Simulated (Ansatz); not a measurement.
A bilayer cut from bulk MoTe2 (2H-MoS2 type, space group P6_3/mmc), in the bulk's stacking and in-plane cell, with 15 Å of vacuum. The upper layer (atoms 4 to 6) slides over the lower.

```xyz
6
Lattice="3.5419 0.0000 0.0000 1.7710 3.0674 0.0000 0.0000 0.0000 25.6798" Properties=species:S:1:pos:R:3 pbc="T T T"
Te     3.5419     2.0449     7.4969
Mo     1.7710     1.0225     9.2894
Te     3.5419     2.0449    11.0846
Te     1.7710     1.0225    14.5952
Mo     3.5419     2.0449    16.3905
Te     1.7710     1.0225    18.1829
```

In-plane vectors a = (3.542, 0.000) Å, b = (1.771, 3.067) Å, area 10.86 Å². The shift is s times the vector a + b (length 6.135 Å), so s = 1 restores the start. Atoms relax along the normal only. γ = [E(shift) − E(0)] / area.

The numbers are results of r2SCAN+rVV10 (plane waves to 500 eV, PAW, scalar-relativistic; Ansatz, a program for electronic structure), not measurements. k mesh 11×11×1 (Γ-centred), Fermi-Dirac smearing 0.05 eV. Energies are extrapolated to zero smearing. MoTe2 is run without spin polarisation. MoTe2 was relaxed with its symmetry unable to fall. Spin-orbit coupling is left out, though Te is heavy. The PAW data are Ansatz's earlier set. The zero of γ is zero shift.

```
s      γ (mJ/m²)
-----  ---------
0.000          0
0.083         34
0.167         94
0.250        130
0.333        141
0.417        131
0.500   withheld
0.583         70
0.667         55
0.750         59
0.833         52
0.917         24
```

Q: Fit a Fourier form (three harmonics of 1 − cos and sin) to the given rows and predict γ at s = 0.500.

A: Least squares on the 11 given rows: γ = (43.1)·[1 − cos(2πs)] + (36.2)·sin(2πs) + (21.3)·[1 − cos(4πs)] + (-13.7)·sin(4πs) + (9.9)·[1 − cos(6πs)], in mJ/m²; root-mean-square residual 1.7 mJ/m². At 0.500 the fit gives 106 mJ/m²; the calculation gives 104 mJ/m², so the interpolation is off by 2 (+1.9 %). 

(The slope of γ gives the shear force per area between the displaced halves; near zero shift its curvature is an elastic stiffness.)
